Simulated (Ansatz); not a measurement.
Is this CdTeF6 structure stable?

The cell was found from a structure generator's guess, not taken from experiment.

Level of theory: DFT PBE, scalar-relativistic, plane waves, PAW in Ansatz 0.2.0. Cutoff 420 eV, Γ-centred 6×6×6 mesh (8-atom cell), Gaussian smearing of 0.02 eV, no spin polarisation.

```yaml
crystal:
  lattice:
    - [0.00000, 4.34630, 4.34630]
    - [4.34630, 0.00000, 4.34630]
    - [4.34630, 4.34630, 0.00000]
  atoms:
    - { symbol: Cd, position: [0.00000, 0.00000, 0.00000] }
    - { symbol: Te, position: [0.50000, 0.50000, 0.50000] }
    - { symbol: F, position: [0.74029, 0.25971, 0.25971] }
    - { symbol: F, position: [0.25971, 0.74029, 0.74029] }
    - { symbol: F, position: [0.25971, 0.74029, 0.25971] }
    - { symbol: F, position: [0.74029, 0.25971, 0.74029] }
    - { symbol: F, position: [0.25971, 0.25971, 0.74029] }
    - { symbol: F, position: [0.74029, 0.74029, 0.25971] }
```

The zero of energy is the elements' standard structures at the same level (F₂ as a molecule); no fitted shifts are applied.

Task: These tests were run: energy against the elements; phonons at Γ. What do they show?

Result:

```tsv
test	result
energy against the elements	−2.089 eV/atom
phonons at Γ	imaginary modes down to 26i cm⁻¹
```

It fails one test: phonons at Γ. So it isn't even a local minimum.

These runs have no spin–orbit coupling, which can matter for Te. The reference form of Te is held partly by dispersion forces, which this level lacks. The run for the phonons used a 6×6×6 k mesh.
